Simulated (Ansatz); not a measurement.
HfO$_{2}$ (fluorite)

```
CELL_PARAMETERS angstrom
      0.00000     2.54906     2.54906
      2.54906     0.00000     2.54906
      2.54906     2.54906     0.00000
ATOMIC_POSITIONS crystal
  Hf 0.00000 0.00000 0.00000
  O  0.25000 0.25000 0.25000
  O  0.75000 0.75000 0.75000
```

The relaxed cell is deformed in two ways at once: its volume V is scaled, and at that volume it is stretched along z (the c axis of the conventional cell) so that c/a changes. Fractional atomic positions are held.

These are PBE (plane waves to 420 eV, PAW, scalar-relativistic; Ansatz, an electronic-structure program) values and carry that method's errors. k mesh 11×11×11 (Γ-centred), Fermi-Dirac smearing 0.05 eV. E stands for the smeared free energy. HfO2 is run without spin polarisation. HfO2 was relaxed with its symmetry unable to fall. Spin-orbit coupling is left out, though Hf is heavy. The PAW data are Ansatz's earlier set. This is a high-temperature form of HfO2. The zero of ΔE is the relaxed starting cell.

**Question.** Give the computed ΔE (meV/atom) at all points of the grid V/V₀ = 0.960, 0.980, 1.000, 1.020, 1.040 by (c/a)/(c/a)₀ = 0.960, 0.980, 1.000, 1.020, 1.040.

**Answer.** ΔE (meV/atom), with V/V₀ across and (c/a)/(c/a)₀ down:

```csv
(c/a)/(c/a)₀ \ V/V₀,0.960,0.980,1.000,1.020,1.040
0.960,32.0,20.8,17.2,20.4,29.7
0.980,18.8,7.8,4.2,7.5,16.8
1.000,14.6,3.5,0.0,3.3,12.7
1.020,18.7,7.6,4.1,7.3,16.7
1.040,30.7,19.6,16.0,19.2,28.5
```

(A scan under strain: stresses follow from slopes of the energy per volume, elastic moduli from its curvatures.)
